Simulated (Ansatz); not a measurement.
Values for one crystal, relaxed and computed with DFT-LDA in the program Ansatz with PAW potentials; other levels are named.

* **Volume per atom**: 32.29 Å³
* **Band gap**: 2.38 eV (direct)
* **Highest zone-centre frequency (without LO–TO term)**: 245 cm⁻¹
* **Hill bulk and shear moduli**: 38.7 and 12.2 GPa
* **Young's modulus**: 33.2 GPa
* **Hole effective mass, band 2 of 3 at the edge**: 0.85 along [100], 0.85 along [110], 2.1 along [111] (mₑ)
* **Valence-band maximum**: at Γ

### Question
Pick the material that matches.
A) CuCl, zinc blende
B) Mg3ZnO4, Pm-3m (Mg on 3c, Zn on 1a, O on 3d, O on 1b)
C) MgTe, zinc blende
D) TePb, zinc blende

### Answer
C, MgTe, zinc blende

Space group F-43m (zinc blende). Symmetry was held in the LDA relaxation; of distortions, only those at the zone centre were tested. Scalar-relativistic: spin–orbit coupling is off unless named, which matters more the heavier the elements.

Potentials: the later of the program's two PAW sets.
